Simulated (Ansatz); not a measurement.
SrHfO3 (cubic perovskite)

```
SrHfO3
1.0
    4.10580     0.00000     0.00000
    0.00000     4.10580     0.00000
    0.00000     0.00000     4.10580
Sr Hf O
1 1 3
Direct
  0.50000   0.50000   0.50000
  0.00000   0.00000   0.00000
  0.00000   0.50000   0.00000
  0.50000   0.00000   0.00000
  0.00000   0.00000   0.50000
```

Equation-of-state scan: isotropic scaling of the cell above, V₀ being its volume. Symmetry pins the atoms to their sites.

Method: PBEsol (plane waves to 420 eV, PAW, scalar-relativistic; Ansatz, an electronic-structure program). k mesh 8×8×8 (Γ-centred), Fermi-Dirac smearing 0.05 eV. Compression counts positive. Spin-orbit coupling is left out, though Hf is heavy. SrHfO3 is run without spin polarisation. SrHfO3 was relaxed with its symmetry unable to fall.

At one point of the scan the stress tensor (GPa) is:

```
    7.6      0.0      0.0
    0.0      7.6      0.0
    0.0      0.0      7.6
```

Problem. Which point is it?
(A) V/V₀ = 0.920
(B) V/V₀ = 0.840
(C) V/V₀ = 0.880
(D) V/V₀ = 0.960

Solution. D, V/V₀ = 0.960

(Under strain, the slope of the energy per volume gives the stress and its curvature an elastic modulus.)
